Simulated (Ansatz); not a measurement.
AlPd:
```
CELL_PARAMETERS angstrom
      4.86450     0.00000     0.00000
      0.00000     4.86450     0.00000
      0.00000     0.00000     4.86450
ATOMIC_POSITIONS crystal
  Al 0.84456 0.84456 0.84456
  Al 0.65544 0.15544 0.34456
  Al 0.34456 0.65544 0.15544
  Al 0.15544 0.34456 0.65544
  Pd 0.14786 0.14786 0.14786
  Pd 0.35214 0.85214 0.64786
  Pd 0.64786 0.35214 0.85214
  Pd 0.85214 0.64786 0.35214
```

Relaxed with r²SCAN.

Map the valence electron density (e/Å³), cut off at 0.6 on the plane through (0.845, 0.845, 0.845) spanned by u = [1, 0, 0] and v = [0, 1, 0] in lattice vectors, from r²SCAN (plane waves, PAW; program Ansatz).

x is the fraction of u, y of v (the angle between them is 90°; rows are the nearest grid lines); atoms in the plane: Al at (0.00, 0.00), Pd at (0.80, 0.51).
```
|0001233346999997543321000|
|0001233345899996543321000|
|0001222335689975433332100|
|1112222234566654333333211|
|2222222223344443333333332|
|3222111122333333333344433|
|3221111122223333345665543|
|4221111112222334579999854|
|5321111122222346999999985|
|7422111222223359999999997|
|9532222222233479999999999|
|9632222222333489999999999|
|9533333333333479999999999|
|9433333333333369999999999|
|6433333443332347999999996|
|4332333333322234799999974|
|3322333333322222357998643|
|3322233333322222234454443|
|3333333333332222222333333|
|2223333333344332222233322|
|1122333334556543322232211|
|0012333345689875433322100|
|0001233346899996433321000|
|0001233346999997543321000|
```
Scale: ten equal steps from 0.055 (start of '0') to 0.600 (end of '9'), in the order '0123456789'; x runs from 0.000 to 1.00, y from 0.000 (bottom) to 1.00 (top).

The density is the valence pseudo-density with augmentation charge, so density and ELF within about 1 Å of a nucleus are not all-electron values.

Space group P2_13. The workflow started from a Materials Project entry (that database holds measured and hypothetical structures alike); the Crystallography Open Database copy checked does not list it. With Al and Pd taken as one species the cell has the higher symmetry Pa-3, so it may be an ordered model of a mixed-site phase. Its standing as an ambient phase is unchecked. The cell was relaxed with r²SCAN under the symmetry of its start; of distortions, only those at the zone centre were tested. No spin polarisation was allowed.

Potentials: the later of the program's two PAW sets.
